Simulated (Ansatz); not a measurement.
Input for Ansatz (plane-wave DFT, PAW):

```yaml
crystal:
  lattice:
    - [3.2089940065, 0.0, 0.0]
    - [-1.6044970033, 2.7790703302, 0.0]
    - [0.0, 0.0, 12.8076044305]
  atoms:
    - { symbol: Mo, position: [0.3333333333, 0.6666666667, 0.25] }
    - { symbol: Mo, position: [0.6666666667, 0.3333333333, 0.75] }
    - { symbol: S, position: [0.3333333333, 0.6666666667, 0.6263936202] }
    - { symbol: S, position: [0.6666666667, 0.3333333333, 0.1263936202] }
    - { symbol: S, position: [0.3333333333, 0.6666666667, 0.8736063798] }
    - { symbol: S, position: [0.6666666667, 0.3333333333, 0.3736063798] }
basis:
  ecutwfc: 420
kpoints:
  mp_grid: { grid: [12, 12, 4] }
hamiltonian:
  xc: pbe
  dispersion: d3bj
scf:
  occupations: { method: gaussian, width: 0.02 }
output:
  forces: true
  stress: true
  eigenvalues: true
  write_density: true
  write_potential: true
  elf: true
  volumetric_format: npy
relax:
  adjacent_minimum: "off"
  f_tol: 0.01
  max_steps: 30
  cell: { stress_tol: 0.1, fix: [volume] }
```

Launched with
```bash
ansatz run input.yaml --threads 1 --pin off --max-ram 2560MiB --backend cpu --events-out ev --progress --plain --runs-dir out
```

Computed with DFT PBE+D3(BJ), scalar-relativistic, plane waves, PAW (Ansatz).

From the run's log, abridged (iterations and final results):

```
SCF iter   1: F=—  HF=-13527.927244 eV  |F-HF|=—  |Δ(HF+E_count)|=         —  Δρ=5.11e-3  dr2=6.62e-3  ethr=1.77e-3  ⟨swp⟩=6.9  Hψ=8002  notcnv=0
SCF iter   2: F=—  HF=-13527.936701 eV  |F-HF|=—  |Δ(HF+E_count)|=   9.46e-3  Δρ=2.93e-3  dr2=2.20e-3  ethr=1.27e-5  ⟨swp⟩=2.0  Hψ=3586  notcnv=0  defer=83
SCF iter   3: F=—  HF=-13527.941653 eV  |F-HF|=—  |Δ(HF+E_count)|=   4.95e-3  Δρ=3.89e-4  dr2=3.28e-4  ethr=4.24e-6  ⟨swp⟩=2.2  Hψ=3024  notcnv=0  defer=83
SCF iter   4: F=—  HF=-13527.941628 eV  |F-HF|=—  |Δ(HF+E_count)|=   2.52e-5  Δρ=1.15e-4  dr2=1.47e-5  ethr=6.30e-7  ⟨swp⟩=2.0  Hψ=2376  notcnv=0  defer=83
SCF iter   5: F=—  HF=-13527.941510 eV  |F-HF|=—  |Δ(HF+E_count)|=   1.17e-4  Δρ=3.61e-5  dr2=1.90e-6  ethr=2.84e-8  ⟨swp⟩=2.0  Hψ=2497  notcnv=0  defer=83
SCF iter   6: F=—  HF=-13527.941513 eV  |F-HF|=—  |Δ(HF+E_count)|=   2.41e-6  Δρ=1.41e-5  dr2=7.04e-7  ethr=3.66e-9  ⟨swp⟩=2.0  Hψ=2662  notcnv=0  defer=83
SCF iter   7: F=-13527.941513 eV  HF=-13527.941513 eV  |F-HF|=7.19e-8  |Δ(HF+E_count)|=   1.05e-7  Δρ=5.84e-6  dr2=9.60e-8  ethr=1.92e-10  ⟨swp⟩=10.5  Hψ=12805  notcnv=0
SCF 1 converged in 7 iterations: F = -13527.941513 eV  dr2 = 9.60e-8
relax step   1: F+E_penalty+E_count = -13527.94151286 eV  Δ(F+E_penalty+E_count) = +0.000e0 eV  max|allowed force component| = 5.610e-1 eV/Å  Δτ_max = 0.0000 Å  P = -6.687 GPa  Ω = 114.218 Å³  fix = [volume]  reactions: volume -6.687 GPa (7 SCF iters, dr2 threshold 1.00e-7 eV, accepted)
Basis set: ecut = 420 eV, 2215 PW (Γ), exchange–correlation on 48×48×180 points (8 copies of the dense FFT grid, shifted against one another)
Initial density: handed on by an earlier stage of this run
Initial wavefunctions: those handed on with the density
SCF iter   1: F=—  HF=-13528.004024 eV  |F-HF|=—  |Δ(HF+E_count)|=         —  Δρ=5.93e-3  dr2=6.60e-2  ethr=1.22e-4  ⟨swp⟩=1.7  Hψ=10132  notcnv=0
SCF iter   2: F=—  HF=-13527.995603 eV  |F-HF|=—  |Δ(HF+E_count)|=   8.42e-3  Δρ=2.84e-3  dr2=7.67e-3  ethr=1.22e-4  ⟨swp⟩=2.1  Hψ=2634  notcnv=0
SCF iter   3: F=—  HF=-13527.994461 eV  |F-HF|=—  |Δ(HF+E_count)|=   1.14e-3  Δρ=1.56e-3  dr2=2.69e-3  ethr=1.48e-5  ⟨swp⟩=2.2  Hψ=2815  notcnv=0  defer=1
SCF iter   4: F=—  HF=-13527.994200 eV  |F-HF|=—  |Δ(HF+E_count)|=   2.60e-4  Δρ=2.33e-4  dr2=6.88e-5  ethr=5.18e-6  ⟨swp⟩=2.5  Hψ=2888  notcnv=0
SCF iter   5: F=—  HF=-13527.994305 eV  |F-HF|=—  |Δ(HF+E_count)|=   1.04e-4  Δρ=4.59e-5  dr2=4.70e-6  ethr=1.32e-7  ⟨swp⟩=2.0  Hψ=2691  notcnv=0
SCF iter   6: F=—  HF=-13527.994309 eV  |F-HF|=—  |Δ(HF+E_count)|=   4.50e-6  Δρ=1.42e-5  dr2=6.67e-7  ethr=1.15e-9  ⟨swp⟩=12.4  Hψ=14863  notcnv=0
SCF iter   7: F=-13527.994310 eV  HF=-13527.994310 eV  |F-HF|=7.15e-10  |Δ(HF+E_count)|=   6.12e-7  Δρ=4.54e-6  dr2=4.30e-8  ethr=1.15e-9  ⟨swp⟩=10.3  Hψ=13399  notcnv=0
SCF 2 converged in 7 iterations: F = -13527.994310 eV  dr2 = 4.30e-8
relax step   2: F+E_penalty+E_count = -13527.99430976 eV  Δ(F+E_penalty+E_count) = -5.280e-2 eV  max|allowed force component| = 2.175e-1 eV/Å  Δτ_max = 0.0666 Å  P = -1.068 GPa  Ω = 114.218 Å³  energy of the carried Pulay correction = +3.840e-18 eV  fix = [volume]  reactions: volume -1.068 GPa (7 SCF iters, dr2 threshold 6.00e-7 eV, accepted)
SCF iter   1: F=—  HF=-13527.999346 eV  |F-HF|=—  |Δ(HF+E_count)|=         —  Δρ=1.05e-3  dr2=1.21e-3  ethr=2.37e-6  ⟨swp⟩=2.2  Hψ=8951  notcnv=0
SCF iter   2: F=—  HF=-13527.999131 eV  |F-HF|=—  |Δ(HF+E_count)|=   2.16e-4  Δρ=5.19e-4  dr2=2.92e-4  ethr=2.32e-6  ⟨swp⟩=2.1  Hψ=2256  notcnv=0
SCF iter   3: F=—  HF=-13527.999047 eV  |F-HF|=—  |Δ(HF+E_count)|=   8.35e-5  Δρ=2.85e-4  dr2=9.56e-5  ethr=5.61e-7  ⟨swp⟩=2.5  Hψ=2668  notcnv=0
SCF iter   4: F=—  HF=-13527.999029 eV  |F-HF|=—  |Δ(HF+E_count)|=   1.79e-5  Δρ=4.58e-5  dr2=5.51e-6  ethr=1.84e-7  ⟨swp⟩=2.2  Hψ=2634  notcnv=0
SCF iter   5: F=-13527.999030 eV  HF=-13527.999030 eV  |F-HF|=7.14e-8  |Δ(HF+E_count)|=   5.89e-7  Δρ=1.23e-5  dr2=4.33e-7  ethr=1.15e-9  ⟨swp⟩=8.4  Hψ=13813  notcnv=0
the search or the solves at the SCF's close seem to have found levels that the self-consistency loop had missed (the run counts 1). By its estimate they hold under 1e-12 electrons; where the run keeps them, the occupations were computed again with them
SCF 3 converged in 5 iterations: F = -13527.999030 eV  dr2 = 4.33e-7
relax step   3: F+E_penalty+E_count = -13527.99902994 eV  Δ(F+E_penalty+E_count) = -4.720e-3 eV  max|allowed force component| = 5.162e-2 eV/Å  Δτ_max = 0.0141 Å  P = -2.397 GPa  Ω = 114.218 Å³  energy of the carried Pulay correction = +1.152e-17 eV  fix = [volume]  reactions: volume -2.397 GPa (5 SCF iters, dr2 threshold 6.00e-7 eV, accepted)
SCF iter   1: F=—  HF=-13527.999603 eV  |F-HF|=—  |Δ(HF+E_count)|=         —  Δρ=3.17e-4  dr2=3.29e-4  ethr=7.76e-7  ⟨swp⟩=3.1  Hψ=10138  notcnv=0
SCF iter   2: F=—  HF=-13527.999532 eV  |F-HF|=—  |Δ(HF+E_count)|=   7.12e-5  Δρ=1.81e-4  dr2=3.78e-5  ethr=6.32e-7  ⟨swp⟩=2.0  Hψ=2321  notcnv=0
SCF iter   3: F=—  HF=-13527.999526 eV  |F-HF|=—  |Δ(HF+E_count)|=   5.89e-6  Δρ=8.60e-5  dr2=1.62e-5  ethr=7.27e-8  ⟨swp⟩=2.1  Hψ=2590  notcnv=0
SCF iter   4: F=-13527.999524 eV  HF=-13527.999524 eV  |F-HF|=3.30e-8  |Δ(HF+E_count)|=   2.09e-6  Δρ=1.79e-5  dr2=3.35e-7  ethr=7.31e-10  ⟨swp⟩=9.4  Hψ=14561  notcnv=0
SCF 4 converged in 4 iterations: F = -13527.999524 eV  dr2 = 3.35e-7
relax step   4: F+E_penalty+E_count = -13527.99952375 eV  Δ(F+E_penalty+E_count) = -4.938e-4 eV  max|allowed force component| = 2.215e-4 eV/Å  Δτ_max = 0.0001 Å  P = -2.373 GPa  Ω = 114.218 Å³  energy of the carried Pulay correction = +3.840e-18 eV  fix = [volume]  reactions: volume -2.373 GPa (4 SCF iters, dr2 threshold 3.80e-7 eV, accepted)
Initial wavefunctions: pseudopotential atomic-orbital guess (no wavefunctions were taken with the density)
SCF iter   1: F=—  HF=-13527.999536 eV  |F-HF|=—  |Δ(HF+E_count)|=         —  Δρ=5.63e-5  dr2=4.76e-7  ethr=1.07e-7  ⟨swp⟩=4.0  Hψ=14032  notcnv=0
SCF iter   2: F=—  HF=-13527.999542 eV  |F-HF|=—  |Δ(HF+E_count)|=   6.33e-6  Δρ=2.93e-5  dr2=1.82e-7  ethr=9.16e-10  ⟨swp⟩=2.1  Hψ=2804  notcnv=0
SCF iter   3: F=—  HF=-13527.999555 eV  |F-HF|=—  |Δ(HF+E_count)|=   1.28e-5  Δρ=4.07e-6  dr2=2.31e-8  ethr=3.51e-10  ⟨swp⟩=2.0  Hψ=2759  notcnv=0
SCF iter   4: F=—  HF=-13527.999555 eV  |F-HF|=—  |Δ(HF+E_count)|=  5.57e-10  Δρ=2.14e-6  dr2=8.70e-9  ethr=4.44e-11  ⟨swp⟩=2.0  Hψ=2612  notcnv=0
SCF iter   5: F=—  HF=-13527.999555 eV  |F-HF|=—  |Δ(HF+E_count)|=   4.43e-8  Δρ=9.07e-7  dr2=7.78e-10  ethr=1.67e-11  ⟨swp⟩=2.0  Hψ=2559  notcnv=0
SCF iter   6: F=-13527.999555 eV  HF=-13527.999555 eV  |F-HF|=3.02e-10  |Δ(HF+E_count)|=   5.79e-9  Δρ=3.19e-7  dr2=1.04e-10  ethr=1.00e-12  ⟨swp⟩=6.9  Hψ=9441  notcnv=0
SCF 5 converged in 6 iterations: F = -13527.999555 eV  dr2 = 1.04e-10
SCF converged after 6 iterations
Free energy (F): -13527.999555 eV
Harris-Foulkes:  -13527.999555 eV  (|F-HF|=3.02e-10)
Internal energy: -13527.999555 eV  (E = F + TS)
E sigma→0 (E₀):  -13527.999555 eV
Fermi energy:    10.290298 eV
--- Per-component energies (eV) ---
  E_band       = -363.732126
  E_kinetic    = 1311.024954
  E_local      = -4467.886898  (includes V_loc(G=0)·N_el)
  E_nonlocal   = 398.243211
  E_hartree    = 1755.495409
  E_xc         = -756.638964
  E_vxc        = -809.487143  (∫ρ·V_xc dr)
  E_paw        = -8803.006053  (= ΣΔE_a)
  E_vpaw       = -306.617231  (= ΣTr[D̂ρ^β])
  E_aug_tail   = 0.000087  (compensation charges beyond the density's cutoff)
  E_ewald      = -2962.846023
  E_disp       = -2.385278  (pairwise vdW)
  E_smearing   =  0.000000  (= −TS)
--- Forces (eV/Å), atoms counted from 1 ---
  atom   1  Mo     0.00000000     0.00000000     0.00000000
  atom   2  Mo     0.00000000     0.00000000     0.00000000
  atom   3  S      0.00000000     0.00000000    -0.00029255
  atom   4  S      0.00000000     0.00000000    -0.00029255
  atom   5  S      0.00000000     0.00000000     0.00029255
  atom   6  S      0.00000000     0.00000000     0.00029255
--- Stress (GPa, compression-positive) ---
       -2.401184       0.000000       0.000000
        0.000000      -2.401184       0.000000
        0.000000       0.000000      -2.313562
  P = ⅓ Tr σ = -2.3720 GPa (-23.720 kbar)
--- Band table (eV; the first three rows and the last of 57) ---
  k-point 0: bands = ["-51.6290", "-51.6290", "-25.7712", "-25.7712", "-25.5555", "-25.5555", "-25.5555", "-25.5555", "-4.9472", "-4.8241", "-3.6854", "-3.4758", "3.2870", "3.8966", "6.6253", "6.6253", "6.6304", "6.6304", "6.7282", "7.7292", "7.7292", "7.7474", "7.7474", "8.2774", "8.8443", "9.7007", "11.9998", "11.9998", "12.0123", "12.0123", "12.2136", "12.2136"]
  k-point 1: bands = ["-51.6290", "-51.6290", "-25.7712", "-25.7712", "-25.5555", "-25.5555", "-25.5555", "-25.5555", "-4.9312", "-4.8445", "-3.6527", "-3.5049", "3.3624", "3.7885", "6.6260", "6.6260", "6.6296", "6.6296", "6.9140", "7.7319", "7.7319", "7.7447", "7.7447", "7.9177", "9.1167", "9.6355", "12.0009", "12.0009", "12.0096", "12.0096", "12.2253", "12.2253"]
  k-point 2: bands = ["-51.6290", "-51.6290", "-25.7712", "-25.7712", "-25.5555", "-25.5555", "-25.5555", "-25.5555", "-4.8900", "-4.8900", "-3.5770", "-3.5770", "3.5600", "3.5600", "6.6278", "6.6278", "6.6278", "6.6278", "7.3702", "7.3702", "7.7383", "7.7383", "7.7383", "7.7383", "9.4376", "9.4376", "12.0044", "12.0044", "12.0044", "12.0044", "12.2521", "12.2521"]
  k-point 56: bands = ["-51.5855", "-51.5855", "-25.8418", "-25.8418", "-25.7981", "-25.7981", "-25.6846", "-25.6846", "-2.7262", "-2.7262", "-2.6606", "-2.6606", "3.8066", "3.8066", "4.6186", "4.6186", "5.1514", "5.1514", "5.6159", "5.6159", "6.3906", "6.3906", "7.0540", "7.0540", "9.2108", "9.2108", "10.9222", "10.9222", "12.2501", "12.2501", "12.7677", "12.7677"]
--- Relaxed structure (4 steps of the walk, 4 accepted, 1 SCFs on fresh bases) ---
  F+E_penalty+E_count = -13527.99955533 eV   max|allowed force component| = 2.926e-4 eV/Å   (the final SCF, on the basis selected at the relaxed cell)
  cell:  # Å, volume = 114.2185 Å³
    - [3.17511815, 0.0, 0.0]
    - [-1.58755907, 2.74973298, 0.0]
    - [0.0, 0.0, 13.08235516]
  atoms:
    - { symbol: Mo, position: [0.33333333, 0.66666666, 0.24999999] }
    - { symbol: Mo, position: [0.66666666, 0.33333333, 0.75] }
    - { symbol: S, position: [0.33333333, 0.66666666, 0.63048261] }
    - { symbol: S, position: [0.66666666, 0.33333333, 0.13048261] }
    - { symbol: S, position: [0.33333333, 0.66666666, 0.86951738] }
    - { symbol: S, position: [0.66666666, 0.33333333, 0.36951738] }
```

The relaxation met its thresholds.

Time: 70 s on 1 thread of Arm Neoverse V1, on a shared host, peak memory 0.46 GiB.